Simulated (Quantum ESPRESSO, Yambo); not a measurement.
# AlN under biaxial strain

```
CELL_PARAMETERS angstrom
      3.11313     0.00000     0.00000
     -1.55656     2.69605     0.00000
      0.00000     0.00000     4.98281
ATOMIC_POSITIONS crystal
  N  0.66667 0.33333 0.88097
  N  0.33333 0.66667 0.38097
  Al 0.66667 0.33333 0.49903
  Al 0.33333 0.66667 0.99903
```

AlN (wurtzite, space group P6_3mc, No. 186) under biaxial strain (along x and y, z relaxed), counted from the cell relaxed with PBEsol, atoms relaxed at each step. norm-conserving PBEsol (Quantum ESPRESSO, 84 Ry, without SOC); G0W0 and BSE in Yambo (6×6×4 Γ-centred k mesh, 77 bands and a 8 Ry block in the screening, 77 bands in G with the Bruneval-Gonze terminator, plasmon pole fitted at 27.2 eV; BSE 9×9×6 mesh, 5 valence and 2 conduction bands, static screening with 23 bands and a 4 Ry block, scissor from each state's G0W0).

```csv
strain (%),PBEsol gap (eV),kind,G0W0 direct gap (eV),lowest vertical BSE state (eV),RPA ε∞ along x
-2,4.45,direct,5.97 at Γ,not resolved,4.28
-1,4.31,direct,5.82 at Γ,not resolved,4.30
0,4.10,direct,5.59 at Γ,not resolved,4.36
+1,3.90,direct,5.35 at Γ,not resolved,4.39
+2,3.70,direct,5.12 at Γ,not resolved,4.43
```

Between -1 % and +1 % the direct gap at Γ moves by -230 meV per % in G0W0 and -210 meV per % in PBEsol.

GW, BSE and RPA settings are held fixed; their convergence isn't established. Strains are linear. The screening block changes size along the series (111 vectors at -2 %, 123 vectors at -1 %, 123 vectors at +0 %, 123 vectors at +1 %, 123 vectors at +2 %), which puts steps into the G0W0 values.  Axes are Cartesian, with cell vectors (Å) (3.11, 0.00, 0.00), (-1.56, 2.70, 0.00), (0.00, 0.00, 4.98).
